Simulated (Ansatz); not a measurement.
A generator proposed this cell of CuRuC₄N₄.

```
CELL_PARAMETERS angstrom
5.85837 0.00000 0.00000
0.00000 5.85837 0.00000
0.00000 0.00000 5.85837
ATOMIC_POSITIONS crystal
Cu 0.50000 0.50000 0.50000
Ru 0.00000 0.00000 0.00000
C 0.18685 0.18685 0.18685
C 0.18685 0.81315 0.81315
C 0.81315 0.18685 0.81315
C 0.81315 0.81315 0.18685
N 0.30216 0.30216 0.30216
N 0.30216 0.69784 0.69784
N 0.69784 0.30216 0.69784
N 0.69784 0.69784 0.30216
```

All numbers below come from DFT PBE, scalar-relativistic, plane waves, PAW in Ansatz. Plane waves to 420 eV, a k mesh through Γ of 4×4×4 on the computed 10-atom cell and Gaussian smearing (0.10 eV); collinear spin from starting moments 1.0 -1.0 0.0 0.0 0.0 0.0 0.0 0.0 0.0 0.0 μB.

Formation energies are uncorrected and refer to the elements' standard structures at the same level (N₂ as a molecule).

**Question.** Estimate its pressure, forces and energy as it stands.

**Answer.** The pressure is 1.7 GPa (it wants to expand), the largest force is 1.52 eV/Å, and the energy is +0.63 eV/atom against the elements. The shortest distance is 1.17 Å.

**Question.** How much does it gain on relaxing, and where does it end?

**Answer.** Relaxing gains under 0.1 eV/atom (the start's value is from the coarse mesh, so the gain is rough) in 8 ionic steps and ends at +0.61 eV/atom on the finer mesh. The symmetry stays P-43m (No. 215). The volume per atom shrinks by 1.5 %, from 20.1 to 19.8 Å³. The shortest distance goes from 1.17 Å (C–N) to 1.18 Å (C–N). Conventional cell: a = 5.830 Å. Cu is surrounded by 4 N at 1.93 Å; Ru is surrounded by 4 C at 1.94 Å; C is surrounded by 1 N at 1.18 Å and 1 Ru at 1.94 Å; N has 1 C at 1.18 Å and 1 Cu at 1.93 Å.

The last run used collinear spin, a 6×6×6 mesh for its 10-atom cell and Gaussian smearing of 0.10 eV. The reference form of C is held partly by dispersion forces, which this level lacks. Another magnetic order may lie lower. The relaxation can't lower the symmetry of the start. Symmetry constrained the relaxation, so the result can be a saddle point.
